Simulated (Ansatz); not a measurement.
Is this SiPtPb3 structure a true minimum?

Theory: DFT PBE, scalar-relativistic, plane waves, PAW (Ansatz). Plane waves to 420 eV, a k mesh through Γ of 8×8×8 on the computed 5-atom cell and Gaussian smearing (0.10 eV); no spin polarisation.

The cell below (5 atoms, Pm-3m (No. 221)) is relaxed within its symmetry. It is a trial structure, and others of SiPtPb3 can lie lower.

```yaml
crystal:
  lattice:
    - [5.38845, 0.00000, 0.00000]
    - [0.00000, 5.38845, 0.00000]
    - [0.00000, 0.00000, 5.38845]
  atoms:
    - { symbol: Si, position: [0.00000, 0.00000, 0.00000] }
    - { symbol: Pt, position: [0.50000, 0.50000, 0.50000] }
    - { symbol: Pb, position: [0.00000, 0.50000, 0.50000] }
    - { symbol: Pb, position: [0.50000, 0.00000, 0.50000] }
    - { symbol: Pb, position: [0.50000, 0.50000, 0.00000] }
```

For the test it was strained at random by about 1.5 %, the atoms were moved at random (σ = 0.05 Å), and all was relaxed without symmetry on a coarse k mesh of 4×4×4 with 0.1 eV smearing. The unmoved cell, run with the same settings, is the reference; its energy there differs by 7 meV/atom from that of the cell above, which cancels only where start and end are alike, and differences of a few meV/atom aren't resolved.

Spin–orbit coupling is left out.

Problem. Does it come back?

Solution. It doesn't return. The energy falls by 271 meV/atom on that mesh, the volume changes by -6.6 %, and the end has space group P1 (No. 1) at a loose tolerance.

Cost: 3 runs of about 9.5 core-minutes in all, on Arm Neoverse V2 (shared hosts).